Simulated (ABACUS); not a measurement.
Band structure of HgTe (F-43m, 2 atoms in the cell; from Materials Project mp-2730, lattice scaled a little).

```
CELL_PARAMETERS angstrom
      0.00000     3.25840     3.25840
      3.25840     0.00000     3.25840
      3.25840     3.25840     0.00000
ATOMIC_POSITIONS crystal
  Hg 0.00000 0.00000 0.00000
  Te 0.25000 0.25000 0.25000
```

Computed with LDA (PW92), numerical atomic orbitals TZP (confined pseudo-atomic orbitals with Gaussian additions; energy shift 0.003 Ry), PseudoDojo 0.4 standard norm-conserving LDA (tails mended) pseudopotentials (ABACUS 3.10.1).

Settings: basis = TZP numerical atomic orbitals, energy shift 0.003 Ry; KPT = Gamma 12 12 12 0 0 0; basis_type = lcao; dft_functional = PWLDA; ecutwfc = 100 Ry; smearing_method = mp; smearing_sigma = 0.00734986 Ry; potentials = PseudoDojo 0.4 standard norm-conserving LDA (tails mended); symmetry = 1; ks_solver = genelpa; scf_nmax = 100; scf_thr = 1.0e-07; mixing_type = pulay.

Spin-orbit coupling is left out, which matters for bands and gaps with elements this heavy. The atom-centred basis is finite, which shifts total energies and pressures against plane waves. The structure comes from a collection of computed structures, made at another level of theory; the collection holds predicted forms beside known ones. Its lattice was then scaled.

Points are given in units of this cell's reciprocal vectors. Levels in eV from the Fermi level, bands 15 to 20:
```tsv
point	15	16	17	18	19	20
Γ (0 0 0)	-6.75	-0.94	0.00	0.00	0.00	4.36
X (0.5 0 0.5)	-6.33	-5.39	-2.18	-2.18	1.89	2.65
W (0.5 0.25 0.75)	-6.18	-5.47	-2.56	-2.45	3.03	4.88
K (0.375 0.375 0.75)	-6.25	-5.41	-2.81	-1.81	2.23	4.16
L (0.5 0.5 0.5)	-6.47	-5.41	-0.94	-0.94	0.65	5.21
U (0.625 0.25 0.625)	-6.25	-5.41	-2.81	-1.81	2.23	4.16
```

No band crosses the Fermi level by more than 0.03 eV along this path.

Higher empty bands are left out: an atom-centred basis made for the valence describes them poorly.

The atomic orbitals were generated for these runs; they are not ABACUS's published sets and were checked against plane waves on a few crystals only.

“Tails mended”: in these copies of the files the far tail of each local potential was reset to the Coulomb form.
